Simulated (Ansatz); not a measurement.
MoS$_{2}$ (3R-MoS2 type, space group R3m)

```yaml
crystal:
  lattice:
    - [1.58761, 0.91661, 6.19494]
    - [-1.58761, 0.91661, 6.19494]
    - [0.00000, -1.83321, 6.19494]
  atoms:
    - { symbol: Mo, position: [0.00000, 0.00000, 0.00000] }
    - { symbol: S, position: [0.75030, 0.75030, 0.75030] }
    - { symbol: S, position: [0.58300, 0.58300, 0.58300] }
```

In this cell atom 2 (S, nearest neighbour Mo at 2.403 Å; its periodic images, 3.2 Å or more away, move with it) is moved by s along Cartesian z, unit vector (0.000, 0.000, 1.000); all other atoms and the cell stay fixed.

These are r2SCAN+rVV10 (plane waves to 500 eV, PAW, scalar-relativistic; Ansatz, a program for electronic structure) values and carry that method's errors. k mesh 10×10×10 (Γ-centred), Fermi-Dirac smearing 0.05 eV. E stands for the smeared free energy. Compression counts positive. As the smearing reaches across the gap at some points, energies and forces of such displacements shift with the k mesh and the smearing. F∥ is the force on the atom along that direction. MoS2 is run without spin polarisation. MoS2 was relaxed with its symmetry unable to fall. This is one of several known forms of MoS2; the measured ambient cells at hand have space group No. 194. The zero of ΔE is the undisplaced structure.

| s (Å) | P (GPa) | F∥ (eV/Å) | ΔE (meV/cell) |
|---|---|---|---|
| -0.480 | 35.1 | 10.167 | 2509 |
| -0.384 | 26.5 | 8.318 | 1616 |
| -0.288 | 18.6 | 6.620 | 897 |
| -0.192 | 11.4 | 4.178 | 379 |
| -0.096 | 5.2 | (withheld) | 89 |
| 0.000 | 0.0 | -0.001 | 0 |
| 0.096 | -4.2 | -1.557 | (withheld) |
| 0.192 | -7.5 | -2.772 | 288 |
| 0.288 | -10.0 | -3.677 | 600 |
| 0.384 | -11.9 | -4.308 | 985 |
| 0.480 | -13.1 | -4.700 | 1419 |

Q: What belongs in the gaps?

A: 
- -0.096, F∥ (eV/Å): 1.915
- 0.096, ΔE (meV/cell): 78

(A displaced cell: forces are minus the slopes of the energy, force constants its curvatures, and phonons follow from these.)
